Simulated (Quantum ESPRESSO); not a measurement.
Zn2InTa2Al3, input and log of a self-consistent run

A calculation, not a measurement. The program is pw.x of Quantum ESPRESSO 7.5 (plane-wave density functional theory). The cell is made up: eight metal atoms on a hexagonal close-packed lattice, with elements, volume, strain and displacements drawn at random and not relaxed, so it may be unstable or far from any real phase. PseudoDojo standard norm-conserving files set the functional (PBE unless stated); there is no spin polarisation or spin-orbit coupling, the Fermi-Dirac width of 0.25 eV means electrons at about 2900 K, and the masses in the input are unused placeholders. Heavy elements are run without spin-orbit coupling, which real alloys of them have. A spin test at this wide smearing found no moment, but such smearing suppresses magnetism that the real alloy may have.

Input:

```
&control calculation='scf', pseudo_dir='./dojo.nc.sr.pbe.v0_5.standard.upf', outdir='./o', disk_io='minimal', tprnfor=.true., tstress=.true. /
&system ibrav=0, nat=8, ntyp=4, nbnd=54, ecutwfc=84.00895049, nosym=.true., tot_charge=0,
 occupations='smearing', smearing='fd', degauss=0.0183746611
/
&electrons conv_thr=1.470e-08, electron_maxstep=70, mixing_beta=0.5 /
ATOMIC_SPECIES
Al 1.0 Al.upf
In 1.0 In.upf
Ta 1.0 Ta.upf
Zn 1.0 Zn.upf
CELL_PARAMETERS angstrom
0.0229 0.0458 -4.7618
-0.0721 5.2391 -0.0494
6.0222 -0.0832 -0.0285
ATOMIC_POSITIONS angstrom
Zn 0.0188 -0.0198 0.0323
In 3.0359 0.0365 -0.0793
Ta 1.3632 2.6014 -0.0285
Al 4.3729 2.6159 0.0271
Zn 0.0339 1.744 -2.4622
Ta 3.0484 1.8264 -2.5133
Al 1.4928 4.3839 -2.4137
Al 4.39 4.3625 -2.3662
K_POINTS automatic
5 5 4 1 1 1
```

The log is shortened where brackets say so; the opening notice, blank lines, dates and the lines on written files are dropped, and the path of the files is cut. It prints rydbergs, bohrs and kilobars, and counts compression as positive stress. Its total energy is the free energy E - TS of the whole cell.

```
     Program PWSCF v.7.5
     Parallel version (MPI & OpenMP), running on       4 processor cores
     Number of MPI processes:                 4
     Threads/MPI process:                     1
     [start-up lines left out]
     bravais-lattice index     =            0
     lattice parameter (alat)  =       8.9990  a.u.
     unit-cell volume          =    1013.5547 (a.u.)^3
     number of atoms/cell      =            8
     number of atomic types    =            4
     number of electrons       =        88.00
     number of Kohn-Sham states=           54
     kinetic-energy cutoff     =      84.0090  Ry
     charge density cutoff     =     336.0358  Ry
     scf convergence threshold =      1.5E-08
     mixing beta               =       0.5000
     number of iterations used =            8  plain     mixing
     Exchange-correlation= PBE
                           (   1   4   3   4   0   0   0)
     [axes and pseudopotential details left out]
   Cartesian axes
     site n.     atom                  positions (alat units)
         1        Zn     tau(   1) = (   0.0039479  -0.0041579   0.0067828  )
         2        In     tau(   2) = (   0.6375162   0.0076647  -0.0166524  )
         3        Ta     tau(   3) = (   0.2862617   0.5462744  -0.0059848  )
         4        Al     tau(   4) = (   0.9182761   0.5493193   0.0056908  )
         5        Zn     tau(   5) = (   0.0071187   0.3662269  -0.5170435  )
         6        Ta     tau(   6) = (   0.6401411   0.3835303  -0.5277741  )
         7        Al     tau(   7) = (   0.3134768   0.9205860  -0.5068588  )
         8        Al     tau(   8) = (   0.9218670   0.9160922  -0.4968842  )
     number of k points=    50  Fermi-Dirac smearing, width (Ry)=  0.0184
                       cart. coord. in units 2pi/alat
        k(    1) = (   0.0996392   0.0913360  -0.0986481), wk =   0.0400000
        k(    2) = (   0.2973699   0.0940663  -0.0976709), wk =   0.0400000
     [further k points left out]
     Dense  grid:   105469 G-vectors     FFT dimensions: (  54,  60,  72)
     Estimated max dynamical RAM per process >     314.38 MB
     Estimated total dynamical RAM >       1.15 GB
     Initial potential from superposition of free atoms
     starting charge      87.9867, renormalised to      88.0000
     Starting wfcs are   61 randomized atomic wfcs
     total cpu time spent up to now is        3.9 secs
     per-process dynamical memory:   245.8 Mb
     Self-consistent Calculation
     iteration #  1     ecut=    84.01 Ry     beta= 0.50
     Davidson diagonalization with overlap
     ethr =  1.00E-02,  avg # of iterations =  3.6
     Threshold (ethr) on eigenvalues was too large:
     Diagonalizing with lowered threshold
     Davidson diagonalization with overlap
     ethr =  7.56E-04,  avg # of iterations =  2.3
     total cpu time spent up to now is       18.0 secs
     total energy              =   -1243.00929850 Ry
     estimated scf accuracy    <       0.65792574 Ry
     iteration #  2     ecut=    84.01 Ry     beta= 0.50
     Davidson diagonalization with overlap
     ethr =  7.48E-04,  avg # of iterations =  5.5
     total cpu time spent up to now is       26.5 secs
     total energy              =   -1243.00579465 Ry
     estimated scf accuracy    <       2.37061682 Ry
     iteration #  3     ecut=    84.01 Ry     beta= 0.50
     Davidson diagonalization with overlap
     ethr =  7.48E-04,  avg # of iterations =  3.1
     total cpu time spent up to now is       33.6 secs
     total energy              =   -1243.28075373 Ry
     estimated scf accuracy    <       0.19165069 Ry
     iteration #  4     ecut=    84.01 Ry     beta= 0.50
     Davidson diagonalization with overlap
     ethr =  2.18E-04,  avg # of iterations =  2.3
     total cpu time spent up to now is       40.1 secs
     total energy              =   -1243.30590331 Ry
     estimated scf accuracy    <       0.06609815 Ry
     iteration #  5     ecut=    84.01 Ry     beta= 0.50
     Davidson diagonalization with overlap
     ethr =  7.51E-05,  avg # of iterations =  3.5
     total cpu time spent up to now is       46.8 secs
     total energy              =   -1243.31397983 Ry
     estimated scf accuracy    <       0.00548061 Ry
     [iterations 6 to 7 left out]
     iteration #  8     ecut=    84.01 Ry     beta= 0.50
     Davidson diagonalization with overlap
     ethr =  7.56E-08,  avg # of iterations =  3.6
     total cpu time spent up to now is       69.0 secs
     total energy              =   -1243.31478835 Ry
     estimated scf accuracy    <       0.00000991 Ry
     iteration #  9     ecut=    84.01 Ry     beta= 0.50
     Davidson diagonalization with overlap
     ethr =  1.13E-08,  avg # of iterations =  3.4
     total cpu time spent up to now is       75.9 secs
     total energy              =   -1243.31478963 Ry
     estimated scf accuracy    <       0.00000211 Ry
     iteration # 10     ecut=    84.01 Ry     beta= 0.50
     Davidson diagonalization with overlap
     ethr =  2.40E-09,  avg # of iterations =  2.3
     total cpu time spent up to now is       82.7 secs
     total energy              =   -1243.31479000 Ry
     estimated scf accuracy    <       0.00000021 Ry
     iteration # 11     ecut=    84.01 Ry     beta= 0.50
     Davidson diagonalization with overlap
     ethr =  2.34E-10,  avg # of iterations =  3.9
     total cpu time spent up to now is       89.9 secs
     total energy              =   -1243.31479005 Ry
     estimated scf accuracy    <       0.00000004 Ry
     iteration # 12     ecut=    84.01 Ry     beta= 0.50
     Davidson diagonalization with overlap
     ethr =  4.56E-11,  avg # of iterations =  2.3
     total cpu time spent up to now is       96.3 secs
     End of self-consistent calculation
     [lines on levels left out]
!    total energy              =   -1243.31479005 Ry
     estimated scf accuracy    <          3.8E-09 Ry
     smearing contrib. (-TS)   =      -0.07496058 Ry
     internal energy E=F+TS    =   -1243.23982947 Ry
     The total energy is F=E-TS. E is the sum of the following terms:
     one-electron contribution =    -862.83785912 Ry
     hartree contribution      =     462.30844439 Ry
     xc contribution           =    -195.25660704 Ry
     ewald contribution        =    -647.45380770 Ry
     convergence has been achieved in  12 iterations
     Forces acting on atoms (cartesian axes, Ry/au):
     atom    1 type  4   force =     0.00450003   -0.00594722   -0.00009400
     atom    2 type  2   force =    -0.01868578   -0.00505284    0.00908371
     atom    3 type  3   force =     0.03698997   -0.00116076   -0.00569963
     atom    4 type  1   force =     0.02151363    0.00714479   -0.01974729
     atom    5 type  4   force =    -0.00552660   -0.00564956    0.00567953
     atom    6 type  3   force =    -0.04541874    0.02288417    0.02889048
     atom    7 type  1   force =    -0.00547395   -0.01011549   -0.00754211
     atom    8 type  1   force =     0.01210145   -0.00210309   -0.01057069
     Total force =     0.082380     Total SCF correction =     0.000202
     Computing stress (Cartesian axis) and pressure
          total   stress  (Ry/bohr**3)                   (kbar)     P=      -57.89
  -0.00061667   0.00016175  -0.00006123          -90.71       23.79       -9.01
   0.00016175  -0.00030018   0.00004029           23.79      -44.16        5.93
  -0.00006123   0.00004029  -0.00026379           -9.01        5.93      -38.80
     init_run     :      3.74s CPU      3.87s WALL (       1 calls)
     electrons    :     91.80s CPU     92.39s WALL (       1 calls)
     forces       :      1.40s CPU      1.41s WALL (       1 calls)
     stress       :      4.95s CPU      5.07s WALL (       1 calls)
     [timing details left out]
     PWSCF        :   1m41.97s CPU   1m42.86s WALL
     JOB DONE.
```

In other units: free energy -16916.159 eV for the cell, pressure -5.79 GPa, largest force component 1.168 eV/Å in size. The run took 104 s of wall time with four MPI processes on a shared machine (AMD EPYC, Zen 5, virtual cores), so the time is rough. A rerun of this cell at a higher cutoff and on a denser mesh moved values by no more than 0.005 eV in energy, 0.28 GPa in stress and 0.019 eV/Å in force, and a second program with other atomic files agreed on that cell to 2 % rms in force and 0.5 GPa in pressure.